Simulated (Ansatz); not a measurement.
Here is the system:

Re:
```cif
data_Re4
_chemical_formula_sum 'Re4'
_space_group_name_H-M_alt 'P63/mmc'
_space_group_IT_number 194
_space_group_name_Hall '-P 6c 2c'
_cell_length_a 2.75908
_cell_length_b 2.75908
_cell_length_c 8.90978
_cell_angle_alpha 90.000
_cell_angle_beta 90.000
_cell_angle_gamma 120.000
loop_
_atom_site_label
_atom_site_type_symbol
_atom_site_symmetry_multiplicity
_atom_site_Wyckoff_symbol
_atom_site_fract_x
_atom_site_fract_y
_atom_site_fract_z
_atom_site_occupancy
Re1 Re 2 a 0.00000 0.00000 0.00000 1
Re2 Re 2 c 0.33333 0.66667 0.25000 1
```

This is the r²SCAN-relaxed structure.

Q: All from plane-wave PAW r²SCAN (Ansatz code), unless another level is named. Give the Poisson's ratio.

A: 0.29.

Q: And the highest zone-centre frequency?

A: 176 cm⁻¹.

Space group P6_3/mmc (dhcp (α-La type)). The first step of the workflow began from a Materials Project structure, measured or hypothetical. Its sites differ from those of the usual phase in this space group: another stacking or structure type. Symmetry was held in the r²SCAN relaxation; of distortions, only those at the zone centre were tested. No spin polarisation was allowed. As this level gives no gap, phonon frequencies hold no LO–TO term and depend on the k-mesh and smearing (Fermi–Dirac, 0.1 eV here). Scalar-relativistic: spin–orbit coupling is off unless named, which matters more the heavier the elements.

Potentials: the later of the program's two PAW sets.
